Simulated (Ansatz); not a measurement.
Here is the system:

Zr$_{2}$S:
```
CELL_PARAMETERS angstrom
     12.36676     0.00000     0.00000
      0.00000    15.34962     0.00000
      0.00000     0.00000     3.54060
ATOMIC_POSITIONS crystal
  Zr 0.65605 0.47517 0.50000
  Zr 0.34395 0.52483 0.50000
  Zr 0.15605 0.02483 0.00000
  Zr 0.84395 0.97517 0.00000
  Zr 0.57497 0.25098 0.50000
  Zr 0.42503 0.74902 0.50000
  Zr 0.07497 0.24902 0.00000
  Zr 0.92503 0.75098 0.00000
  Zr 0.08593 0.41837 0.50000
  Zr 0.91407 0.58163 0.50000
  Zr 0.58593 0.08163 0.00000
  Zr 0.41407 0.91837 0.00000
  Zr 0.96623 0.10970 0.50000
  Zr 0.03377 0.89030 0.50000
  Zr 0.46623 0.39030 0.00000
  Zr 0.53377 0.60970 0.00000
  Zr 0.29771 0.29562 0.50000
  Zr 0.70229 0.70438 0.50000
  Zr 0.79771 0.20438 0.00000
  Zr 0.20229 0.79562 0.00000
  Zr 0.37407 0.08086 0.50000
  Zr 0.62593 0.91914 0.50000
  Zr 0.87407 0.41914 0.00000
  Zr 0.12593 0.58086 0.00000
  S  0.92244 0.29078 0.50000
  S  0.07756 0.70922 0.50000
  S  0.42244 0.20922 0.00000
  S  0.57756 0.79078 0.00000
  S  0.74665 0.07918 0.50000
  S  0.25335 0.92082 0.50000
  S  0.24665 0.42082 0.00000
  S  0.75335 0.57918 0.00000
  S  0.18037 0.15169 0.50000
  S  0.81963 0.84831 0.50000
  S  0.68037 0.34831 0.00000
  S  0.31963 0.65169 0.00000
```

This is the r²SCAN-relaxed structure.

Question: All from DFT-r²SCAN in the program Ansatz with PAW potentials, unless another level is named. Estimate the electronic character.

Answer: metallic (no gap).

Question: What about the density of states at the Fermi level?

Answer: 0.53 states/eV per atom (mean over ±0.08 eV).

Question: Give the formation energy from the elements (no fitted shifts).

Answer: -1.26 eV/atom.

Space group Pnnm. The workflow started from a Materials Project entry (that database holds measured and hypothetical structures alike); the Crystallography Open Database copy checked does not list it. Whether it is the stable phase at ambient conditions was not checked. The cell was relaxed with r²SCAN under the symmetry of its start; its stability against distortions is not shown here. No spin polarisation was allowed. The references are the lowest solids computed at this level, not always the standard phases. Spin–orbit coupling is left out wherever it is not named.

Potentials: the later of the program's two PAW sets.
